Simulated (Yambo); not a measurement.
Yambo run on K$_{2}$PdBr$_{4}$ (space group P4/mmm, No. 123). The wavefunctions are PBEsol (Quantum ESPRESSO, PseudoDojo norm-conserving, 82 Ry, without SOC) ones on a 2×2×2 mesh (32 occupied bands); a = b = 7.432 Å, c = 4.332 Å, α = β = γ = 90.00°.

Yambo input:

```
rim_cut
gw0
dyson
el_el_corr
HF_and_locXC
ppa
em1d
RandQpts= 1000000
RandGvec= 1 Ry
EXXRLvcs= 82 Ry
VXCRLvcs= 328 Ry
Chimod= "HARTREE"
% BndsRnXp
 5 | 335 |
%
NGsBlkXp= 7 Ry
% LongDrXp
 1.0 | 1.0 | 1.0 |
%
PPAPntXp= 27.2114 eV
% GbndRnge
 1 | 122 |
%
GTermKind= "BG"
DysSolver= "n"
ExtendOut
% QPkrange
 3 | 3 | 32 | 32 |
 5 | 5 | 32 | 33 |
%
```

k points by index: 3 = X, 5 = M.

Table of the .qp output:

```
#    K-point    Band    Eo [eV]    E [eV]    E-Eo [eV]    Vxc [eV]    Vnlxc [eV]    Sc|Eo [eV]    Sc|E [eV]    dSc/dw|Eo [eV]    Re(Z)    Im(Z)
#
    3    32    0.000000    -1.072174    -1.072174    -18.53058    -23.38543    3.510480    3.782681    -6.907297    0.797548    -0.001536
    5    32    -0.028636    -1.107937    -1.079300    -18.51393    -23.38931    3.521684    3.796080    -6.917002    0.797321    -0.001551
    5    33    1.114026    2.189350    1.075324    -17.07758    -13.63498    -2.119072    -2.367279    -6.280505    0.812475    -0.001361
```
(The two width columns are left out.) Convergence of these settings isn't established.

Geometry of the Materials Project entry, not relaxed at this level.
